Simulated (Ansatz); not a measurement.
**How much do the gradients of Ti3Al2NiO depend on the method?**

Cell: an entry of the Crystallography Open Database (COD), its atoms then relaxed with PBE in this cell.

```
Ti Al Ni O
1.0
     0.00000    5.68985    5.68985
     5.68985    0.00000    5.68985
     5.68985    5.68985    0.00000
Ti Al Ni O
12 8 4 4
Direct
  0.43528 0.06472 0.06472
  0.81472 0.18528 0.81472
  0.06472 0.43528 0.43528
  0.18528 0.81472 0.18528
  0.06472 0.43528 0.06472
  0.81472 0.81472 0.18528
  0.43528 0.06472 0.43528
  0.18528 0.18528 0.81472
  0.81472 0.18528 0.18528
  0.06472 0.06472 0.43528
  0.18528 0.81472 0.81472
  0.43528 0.43528 0.06472
  0.83302 0.83302 0.83302
  0.74906 0.41698 0.41698
  0.83302 0.83302 0.50094
  0.41698 0.74906 0.41698
  0.50094 0.83302 0.83302
  0.41698 0.41698 0.41698
  0.83302 0.50094 0.83302
  0.41698 0.41698 0.74906
  0.62500 0.62500 0.62500
  0.12500 0.62500 0.62500
  0.62500 0.62500 0.12500
  0.62500 0.12500 0.62500
  0.12500 0.12500 0.12500
  0.62500 0.12500 0.12500
  0.12500 0.12500 0.62500
  0.12500 0.62500 0.12500
```

Sites (sets of like atoms) are named by element and the number of their first atom in this list.

First run. Method: Kohn–Sham DFT in Ansatz, PBE, plane waves and PAW, scalar-relativistic, collinear spin, 420 eV cutoff, Γ-centred 5×5×5 k-points, Fermi–Dirac smearing 0.05 eV. Start moments as typed (μB): 1.5 on each Ni, none on the rest.

```
site  atom  V_zz (10²¹ V/m²)     η
  Ti     1             -1.91  0.72
  Al    13            -0.090  0.00
  Ni    21             -2.21  0.00
   O    25             -0.57  0.00
```

Second run. The same atoms and settings, except that the functional is r2SCAN and the cutoff is 500 eV.

(1) Given the first result, estimate the second.

## Answers

(1) 

| site | atom | V_zz | η | change of V_zz |
| --- | --- | --- | --- | --- |
| Ti | 1 | -1.84 | 0.76 | +0.07 |
| Al | 13 | -0.080 | 0.00 | +0.01 |
| Ni | 21 | -2.42 | 0.00 | -0.21 |
| O | 25 | -0.61 | 0.00 | -0.04 |

The largest change of V_zz is on Ni, from -2.21 to -2.42. In per cent, |V_zz| changes by +9 on Ni (all sites that start above 2).

The run finds no gap above 0.1 eV (a metal, or nearly one), so the gradients can move by 10 % or more with the k-mesh. Semilocal functionals can leave a metal where correlation in the d or f shell opens a gap in the real compound, and that would change the values at and beside Ni and Ti. The start moments die out, and the run ends without spin.
For the first run: With these PAW files V_zz is typically within 2 to 3 % of all-electron values, but misses above 10 % occur on Ni.
For the second run: The program didn't check the stability of this electronic state in full, so a lower one may lie near. With these PAW files V_zz is typically within 2 to 3 % of all-electron values, but misses above 10 % occur on Al, Ni.
